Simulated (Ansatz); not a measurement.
Hf: two-dimensional strain map

Level of theory: DFT PBEsol, scalar-relativistic, plane waves, PAW (Ansatz 0.2.0). The runs took a 420 eV cutoff, a Γ-centred 18×18×18 mesh and Gaussian smearing (0.15 eV). Spin–orbit coupling is left out, which can shift energies with elements as heavy as these. No spin polarisation. Energies are free energies at this smearing, counted from the undisturbed cell; pressure is positive in compression.

The undisturbed cell (as given, not relaxed at this level; it stands at -1.5 GPa; this fcc form isn't the usual structure):

```
Hf
1.0
     0.00000    2.22000    2.22000
     2.22000    0.00000    2.22000
     2.22000    2.22000    0.00000
Hf
1
Direct
  0.00000 0.00000 0.00000
```

The cell is strained by p along both x and y and by q along z, fractional coordinates fixed. Points are written (p, q).

Energy above the undisturbed cell in meV/atom (a dash: not computed):

```csv
p \ q,-0.080,-0.040,0.000,0.040,0.080
-0.080,?,297.9,193.6,128.8,98.2
-0.040,178.3,87.3,36.4,20.2,33.0
0.000,?,7.6,0.0,23.0,?
0.040,29.9,32.5,62.3,117.6,195.8
0.080,99.0,140.1,203.1,?,389.0
```

(1) Fill in the withheld energies.

## Answers

(1) (-0.080, -0.080): 448.3; (0.000, -0.080): 48.8; (0.000, 0.080): 72.0; (0.080, 0.040): 286.5.